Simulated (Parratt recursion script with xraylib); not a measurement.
**X-ray reflectivity, Kiessig fringes on Si: a table of runs and one to predict**

Simulated, not measured: specular X-ray reflectivity, Parratt recursion, Névot-Croce roughness, xraylib tables (Parratt recursion script with xraylib 4.3.0).

Photon energy 10 keV (λ = 1.2398 Å), s polarisation. The grazing angle θ is scanned from 0.05° to 3.22° in 900 evenly spaced points, and the curve is smoothed with a Gaussian of 0.004° full width. A minimum is a scan point below both neighbours, placed by a parabola through ln R at the three points.

Each run is one film on Si (density 2.313 g/cm³, δ = 4.853 × 10⁻⁶, rms roughness 2.7 Å) under vacuum. The film surface has an rms roughness of 2.6 Å in all runs. The refractive index is n = 1 − δ + iβ. The table lists all minima between 0.35 and 0.95°.

```
run  film  thickness d (Å)  density (g/cm³)  δ (10⁻⁶)  β (10⁻⁶)                    minima at θ (°)
---  ----  ---------------  ---------------  --------  --------  ---------------------------------
A      Ti              300            4.452     8.624    0.4861  0.430, 0.532, 0.640, 0.751, 0.864
B      Ti              300            3.672     7.113    0.4010  0.420, 0.524, 0.634, 0.746, 0.860
C      Ti              375            4.452     8.624    0.4861                                  ?
D      Ti              240            4.452     8.624    0.4861  0.383, 0.507, 0.641, 0.780, 0.922
```

Densities are inputs, not measurements. They were set from computed cells of the Materials Project: Ti from entry mp-46 (P6₃/mmc, 4.589 g/cm³, taken at 80 and 97 %); Si from entry mp-149 (Fd-3m, 2.313 g/cm³). A layer's crystal structure does not enter its constants, only its composition and density.

Q: How many minima does run C have between 0.35 and 0.95°, and where?

A: Inside a film the fringe order is m = (2d/λ)(sin²θ − 2δ)^½, with the film's own δ. Where the film's δ lies above the substrate's, its two faces reflect with opposite signs, and minima are expected at whole m.

- Run A, δ above the substrate's: the minima give m = 3.03, 4.02, 5.02, 6.02, 7.02.
- Run B, δ above the substrate's: the minima give m = 3.04, 4.03, 5.03, 6.03, 7.03.
- Run D, δ above the substrate's: the minima give m = 2.03, 3.03, 4.02, 5.02, 6.02.

In run C the film's δ lies above the substrate's, so take whole m. The window runs from m = 2.71 to 9.71 and holds m = 3, 4, 5, 6, 7, 8, 9. Then sin²θ = 2δ + (mλ/2d)² gives θ = 0.371, 0.447, 0.530, 0.616, 0.704, 0.794, 0.885°.

The run has 7 minima, at 0.373, 0.449, 0.532, 0.618, 0.706, 0.796, 0.886°. The largest distance from one of them to an estimated minimum is 0.002°, against a mean spacing of 0.086°.
